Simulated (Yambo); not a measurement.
KBr (rock salt, space group Fm-3m, No. 225); a = b = c = 4.631 Å, α = β = γ = 60.00°. With the G0W0 scissor the direct gap on the mesh is 6.96 eV.

**Question.** Can the lowest exciton of this BSE run be trusted, and with what binding energy? (Yambo, PBEsol bands; 6×6×6 mesh, 3 valence and 7 conduction bands, static screening with 32 bands and a 4 Ry block, scissor 2.62 eV, Tamm-Dancoff.)

**Answer.** No. The lowest state covers only about 3 of the 216 k points, so the mesh doesn't resolve it: its energy and its distance from the direct gap are mesh artefacts. An extended exciton needs a far denser mesh. The scissor comes from a G0W0 run whose convergence isn't established. Spin-orbit splittings are left out.

Geometry relaxed with PBEsol.
